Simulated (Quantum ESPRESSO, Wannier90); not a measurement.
# Tight-binding from DFT: AlInSb₂ (P-4m2)

```yaml
crystal:
  lattice:
    - [4.50617, 0.00000, 0.00000]
    - [0.00000, 4.50617, 0.00000]
    - [0.00000, 0.00000, 6.34882]
  atoms:
    - { symbol: Al, position: [0.00000, 0.00000, 0.00000] }
    - { symbol: In, position: [0.50000, 0.50000, 0.50000] }
    - { symbol: Sb, position: [0.00000, 0.50000, 0.23337] }
    - { symbol: Sb, position: [0.50000, 0.00000, 0.76663] }
```

Cell from Materials Project (mp-1228890), symmetrised, no further relaxation. Not found in the COD (Crystallography Open Database) copy used; not checked further. Computed values, not measurements, from PBEsol: Quantum ESPRESSO (norm-conserving PseudoDojo potentials, cutoff 64 Ry, no spin polarisation, no spin-orbit coupling) on a Γ-centred 8×8×6 mesh, then Wannier90. Density: 8×8×6 mesh, Gaussian smearing 0.01 Ry. Spin-orbit coupling is left out although heavy elements are present.

Base run: 16 functions from bands 16-41 of the 41 computed, start hydrogen-like Al: s;p; In: s;p; Sb: s;p, centres 0.05 Å off the atoms, frozen window up to 1.89 eV relative to the valence-band maximum, outer window open. Rows change the key named; with other orbitals the number of functions and the frozen window follow, as listed; window edges are relative to the valence-band maximum. The misfit compares interpolated bands with pw.x on a high-symmetry path, for states up to 1.4 eV relative to the valence-band maximum. Converged means that the tolerances were met: symmetric starts can stop on a saddle, which shows as a larger Ω_OD at equal Ω_I and can move the misfit too.

Rows with other orbitals or bands describe another subspace, so their Ω_I can't be set against the base's. Runs that didn't settle are not listed.

| setting | orbitals | bands | functions | frozen to (eV) | Ω_I (Å²) | Ω_D (Å²) | Ω_OD (Å²) | rms misfit (meV) | worst (meV) | ended |
|---|---|---|---|---|---|---|---|---|---|---|
| base | Al sp, In sp, Sb sp | 16-41 | 16 | 1.89 | 33.20 | 0.05 | 3.95 | 2.4 | 42 | converged |
| num_iter = 0 (projection only), orbitals on the atoms | Al sp, In sp, Sb sp | 16-41 | 16 | 1.89 | 33.20 | 0.11 | 15.75 | 2.7 | 48 | no minimisation |
| start: the same orbitals exactly on the atoms | Al sp, In sp, Sb sp | 16-41 | 16 | 1.89 | 33.20 | 0.05 | 3.95 | 2.4 | 41 | converged |
| start: sp3 on every atom | Al sp, In sp, Sb sp | 16-41 | 16 | 1.89 | 33.20 | 0.05 | 3.95 | 2.4 | 42 | converged |
| start: atomic waves of the pseudopotential files | Al 3s, Al 3p, In 5s, In 5p, Sb 5s, Sb 5p | 16-41 | 16 | 1.89 | 33.20 | 0.05 | 3.95 | 2.4 | 41 | converged |
| atomic waves with projectability windows 0.01 and 0.95 | Al 3s, Al 3p, In 5s, In 5p, Sb 5s, Sb 5p | 16-41 | 16 | 1.89 | 33.91 | 0.05 | 4.14 | 2.0 | 24 | converged |
